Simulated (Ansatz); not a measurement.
Values for one crystal, relaxed and computed with PBEsol (plane waves, PAW; program Ansatz); other levels are named.

| Item | Value |
|---|---|
| Volume per atom | 86.53 Å³ |
| Electronic character | metallic (no gap) |
| Mechanical stability | stable (all eigenvalues of C positive) |
| Pressure derivative B′ | 3.7 |
| Bulk modulus (Birch–Murnaghan fit) | 2.9 GPa |
| Young's modulus | 2.5 GPa |
| Debye temperature from the elastic constants | 57.2 K |

Problem. Which of these materials gives this?
A. Nb, bcc (W type)
B. Cr, bcc (W type)
C. Rb, bcc (W type)
D. Ba, bcc (W type)

Solution. C, Rb, bcc (W type)

Space group Im-3m (bcc (W type)). Symmetry was held in the PBEsol relaxation. As this level gives no gap, shear constants depend on the k-mesh and smearing (Fermi–Dirac, 0.1 eV here). Spin–orbit coupling is left out wherever it is not named.

Potentials: the earlier of the program's two PAW sets. The files were generated under PBE; for other functionals the program regenerates the frozen cores, and for LDA and PBEsol the local potential too.
